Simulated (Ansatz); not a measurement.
## Relaxing a structure of Fe

The start is a relaxed Fe cell, doubled along one cell vector, shaken by Gaussian noise of σ = 0.08 Å a coordinate. A full variable-cell relaxation at zero pressure is run with r2SCAN (plane waves to 500 eV, PAW, scalar-relativistic; Ansatz, a quantum-chemistry and plane-wave program). The first steps use a coarse 15×8×13 k-mesh.

Initial structure:
```yaml
crystal:
  lattice:
    - [2.50880, 0.00000, 0.00000]
    - [-2.50880, 4.34537, 0.00000]
    - [0.00000, 0.00000, 2.39855]
  atoms:
    - { symbol: Fe, position: [0.03140, 0.01312, 0.98623] }
    - { symbol: Fe, position: [0.00235, 0.51105, 0.05450] }
```
Spin-polarised start, with parallel moments on Fe.

**Question.** Which atoms feel the largest initial force, and how large is it?

**Answer.** 0.36 eV/Å, on Fe1, Fe2 (atoms numbered as listed).

**Question.** How much energy is released per atom?

**Answer.** 0.40 eV/atom.

**Question.** How do the shortest distances between atoms change?

**Answer.** The closest pairs of elements (up to four, under 3.6 Å), start → end: Fe–Fe 2.40 → 2.48 Å.

**Question.** Write out the relaxed structure.

**Answer.** 
```cif
data_Fe2
_chemical_formula_sum 'Fe2'
_space_group_name_H-M_alt 'Im-3m'
_space_group_IT_number 229
_space_group_name_Hall '-I 4 2 3'
_cell_length_a 2.86498
_cell_length_b 2.86498
_cell_length_c 2.86498
_cell_angle_alpha 90.000
_cell_angle_beta 90.000
_cell_angle_gamma 90.000
loop_
_atom_site_label
_atom_site_type_symbol
_atom_site_symmetry_multiplicity
_atom_site_Wyckoff_symbol
_atom_site_fract_x
_atom_site_fract_y
_atom_site_fract_z
_atom_site_occupancy
Fe1 Fe 2 a 0.00000 0.00000 0.00000 1
```
(The calculation used a cell of 1 atom; values per cell refer to that cell.)

Final values are on a 23×23×23 k-mesh of the relaxed cell. Spin state reached: ferromagnetic (net 2.64 μB/atom), from parallel starting moments; other spin orders were not run from this start. r2SCAN tends to overstate moments in metals.

The run could not lose the symmetry of its start.

Of the parent cell (P6/mmm (No. 191)): it is a generated cell of Fe: the first start was made by placing the elements on the sites of a structure type, and the end was not matched to a known phase here, so it may be hypothetical. Known forms of Fe include space group No. 229.
